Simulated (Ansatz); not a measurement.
LiF (wurtzite, P6_3mc), r²SCAN in the plane-wave PAW code Ansatz. The conduction-band minimum lies at Γ, with 1 equivalent valley. Second derivatives d²E/dk² of the lowest band at one valley (eV·Å²), along Cartesian directions:

```
direction  d²E/dk²
---------  -------
[100]        9.135
[010]        9.135
[001]        9.433
[110]        9.135
[101]        9.284
[011]        9.284
```

### Question
Find the principal effective masses, the density-of-states mass and the conductivity mass.

### Answer
Off-diagonal terms follow from H_xy = H[110] − (H_xx + H_yy)/2, and m*/mₑ = 7.620 eV·Å² over each eigenvalue: 0.81, 0.83, 0.83. One valley's DOS mass (m₁m₂m₃)^(1/3) = 0.83, conductivity mass 3/(Σ 1/mᵢ) = 0.83 mₑ.

### Question
What effective density of states Nc follows at 300 K for parabolic valleys?

### Answer
Nc = 2.509e19 × 1 × (0.83)^(3/2) ≈ 1.9e19 cm⁻³.

### Question
With the computed static dielectric constant 4.19 (mean of the diagonal), estimate a hydrogenic donor's binding energy and radius.

### Answer
E = 13.606 eV × 0.83/4.19² ≈ 640 meV; a = 0.529 Å × ε/m* ≈ 2.7 Å. Semilocal masses tend to be too small where the gap is.

The workflow started from a Materials Project entry (that database holds measured and hypothetical structures alike); the Crystallography Open Database copy checked does not list it. It is not the phase usual at ambient conditions (space group No. 225). The r²SCAN relaxation kept the symmetry of its start; phonons on a q-mesh show no instability.

Potentials: the later of the program's two PAW sets.
